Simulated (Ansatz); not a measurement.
Consider the following.

Si:
```
CELL_PARAMETERS angstrom
      0.00000     2.73508     2.73508
      2.73508     0.00000     2.73508
      2.73508     2.73508     0.00000
ATOMIC_POSITIONS crystal
  Si 0.50000 0.50000 0.50000
  Si 0.75000 0.75000 0.75000
```

This is the PBE-relaxed structure.

**Question.** All from the program Ansatz at the PBE level (PAW), unless another level is named. Estimate the smallest direct gap on the standard path.

**Answer.** 2.55 eV.

**Question.** Predict the band gap.

**Answer.** 0.61 eV (indirect).

**Question.** Give the conduction-band minimum.

**Answer.** on the Γ–X line, 84 % of the way from Γ (6 equivalent valleys).

Space group Fd-3m (diamond). Symmetry was held in the PBE relaxation.

Potentials: the later of the program's two PAW sets.
